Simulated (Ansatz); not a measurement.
## Equation of state of titanium, omega (AlB2-type)

The calculation used Ansatz 0.2.0, DFT, BLYP, plane waves (420 eV) with PAW, scalar-relativistic. (PAW data from PBE, frozen cores regenerated.)

The cell is scaled uniformly from the relaxed one, with fractional coordinates and shape fixed. Energies are extrapolated to zero smearing, pressures are those at the given smearing. Magnetic state: spin not included.

```tsv
V (Å³/atom)	E − E₀ (meV/atom)	P (GPa)
15.456	98.7	16.96
16.159	40.3	10.21
16.861	9.0	4.62
17.564	0.0	0.01
18.267	9.6	-3.80
18.969	34.4	-6.95
19.672	72.0	-9.54
```

**Question.** Fit a third-order Birch-Murnaghan equation.

**Answer.** V₀ = 17.53 Å³/atom, B₀ = 106 GPa, B₀′ = 3.7.
